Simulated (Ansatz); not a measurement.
A surface is cut from this relaxed crystal of Pd:

```
Pd
1.0
     0.00000    1.91952    1.91952
     1.91952    0.00000    1.91952
     1.91952    1.91952    0.00000
Pd
1
Cartesian
  0.0000 0.0000 0.0000
```

Miller indices refer to the conventional cell of Fm-3m (No. 225), a = 3.839 Å, b = 3.839 Å, c = 3.839 Å, α = 90.00°, β = 90.00°, γ = 90.00°.

The (111) slab of 5 planes, 8.9 Å thick with 15 Å of vacuum as cut; outer planes Pd (top) and Pd (bottom).

These are results of DFT LDA, scalar-relativistic, plane waves, PAW (Ansatz), not measurements. Plane waves to 420 eV, a k mesh through Γ of 15×15×1 on the computed 5-atom cell and Gaussian smearing (0.10 eV); no spin polarisation. A dipole correction removes the field between periodic images along c.

Results for the relaxed slab:

| Item | Value |
| --- | --- |
| Surface energy (mean of both faces) | 1.93 J/m² |
| Work function | 5.63 eV |

Relaxation lowers the energy by 0.001 J/m² a face; the largest move is 0.010 Å.

| plane (bottom to top) | atoms | spacing to next, bulk (Å) | relaxed (Å) | change (%) |
| --- | --- | --- | --- | --- |
| 1 | Pd | 2.216 | 2.219 | +0.1 |
| 2 | Pd | 2.216 | 2.206 | -0.5 |
| 3 | Pd | 2.216 | 2.206 | -0.5 |
| 4 | Pd | 2.216 | 2.219 | +0.1 |
| 5 | Pd |  |  |  |